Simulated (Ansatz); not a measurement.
MoRh3:
```cif
data_Mo2Rh6
_chemical_formula_sum 'Mo2 Rh6'
_space_group_name_H-M_alt 'P63/mmc'
_space_group_IT_number 194
_space_group_name_Hall '-P 6c 2c'
_cell_length_a 5.42992
_cell_length_b 5.42992
_cell_length_c 4.32030
_cell_angle_alpha 90.000
_cell_angle_beta 90.000
_cell_angle_gamma 120.000
loop_
_atom_site_label
_atom_site_type_symbol
_atom_site_symmetry_multiplicity
_atom_site_Wyckoff_symbol
_atom_site_fract_x
_atom_site_fract_y
_atom_site_fract_z
_atom_site_occupancy
Mo1 Mo 2 c 0.33333 0.66667 0.25000 1
Rh1 Rh 6 h 0.33342 0.16671 0.25000 1
```

Relaxed at zero pressure with PBEsol (plane waves, PAW; program Ansatz).

Question: The volume is raised by 3 % and shape and atoms relax at that volume. What pressure results, and how do the axes share the change?

Answer: -8.4 GPa; a 1.0 %, b 1.0 %, c 0.9 %; the energy rises by 11 meV/atom.

Question: Give the new structure.

Answer: 
Space group P6₃/mmc (No. 194); a = b = 5.4867 Å, c = 4.3582 Å, α = β = 90.00°, γ = 120.00°

```
atom  site  symmetry       x       y       z
----  ----  --------  ------  ------  ------
Mo      2c      -6m2  0.3333  0.6667  0.2500
Rh      6h       mm2  0.3337  0.1669  0.2500
```

The phase is kept; no other phase was compared at this pressure.

Space group P6_3/mmc. The workflow started from an entry of the Crystallography Open Database (COD). Whether it is the stable phase at ambient conditions was not checked. Symmetry was held in the PBEsol relaxation; whether a distortion lowers the energy is not shown. The run is not spin-polarised. Axis ratios of metals converge slowly with the k-mesh, so a and c are less sure than the volume.

Potentials: the later of the program's two PAW sets.
